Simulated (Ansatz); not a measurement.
Ti₅Ge₃:
```
CELL_PARAMETERS angstrom
      7.54741     0.00000     0.00000
     -3.77371     6.53625     0.00000
      0.00000     0.00000     5.19514
ATOMIC_POSITIONS crystal
  Ti 0.00000 0.74870 0.75000
  Ti 0.00000 0.25130 0.25000
  Ti 0.25130 0.00000 0.25000
  Ti 0.74870 0.00000 0.75000
  Ti 0.25130 0.25130 0.75000
  Ti 0.74870 0.74870 0.25000
  Ti 0.33333 0.66667 0.50000
  Ti 0.66667 0.33333 0.50000
  Ti 0.66667 0.33333 0.00000
  Ti 0.33333 0.66667 0.00000
  Ge 0.61083 0.61083 0.75000
  Ge 0.38917 0.38917 0.25000
  Ge 0.00000 0.61083 0.25000
  Ge 0.00000 0.38917 0.75000
  Ge 0.38917 0.00000 0.75000
  Ge 0.61083 0.00000 0.25000
```

Relaxed with r²SCAN. Special points in fractions of this cell's reciprocal vectors: Γ (0.000, 0.000, 0.000); M (0.500, 0.000, 0.000); K (0.333, 0.333, 0.000); A (0.000, 0.000, 0.500); L (0.500, 0.000, 0.500); H (0.333, 0.333, 0.500).

### Question
List the band energies nearest the Fermi level at these points for the program Ansatz at the r²SCAN level (PAW).

### Answer
In eV from the Fermi level; about four levels below and three above (degenerate sets whole), none deeper than 8.9 eV; points with the same levels are listed once.

```json
[
 {"k": "Γ", "below": "-1.10 -0.66 -0.61 -0.61", "above": "0.33 0.33 0.40 0.40"},
 {"k": "M", "below": "-0.68 -0.68 -0.37 -0.16", "above": "0.09 0.51 0.55"},
 {"k": "K", "below": "-0.61 -0.61 -0.47 -0.01 -0.01", "above": "0.57 0.57 0.63"},
 {"k": "A", "below": "-0.92 -0.92 -0.92 -0.92", "above": "0.23 0.23 0.42 0.42 0.42 0.42"},
 {"k": "L", "below": "-0.42 -0.42 -0.13 -0.13", "above": "0.54 0.54 0.57 0.57"},
 {"k": "H", "below": "-0.55 -0.55 -0.55 -0.55 -0.18 -0.18", "above": "0.42 0.42 0.42 0.42"}
]
```

Space group P6_3/mcm. The workflow started from a Materials Project entry (that database holds measured and hypothetical structures alike); the Crystallography Open Database files this formula in space group No. 193, but the cells were not matched. Its standing as an ambient phase is unchecked. Symmetry was held in the r²SCAN relaxation; its stability against distortions is not shown here. The run is not spin-polarised. Scalar-relativistic: spin–orbit coupling is off unless named, which matters more the heavier the elements.

Potentials: the later of the program's two PAW sets.
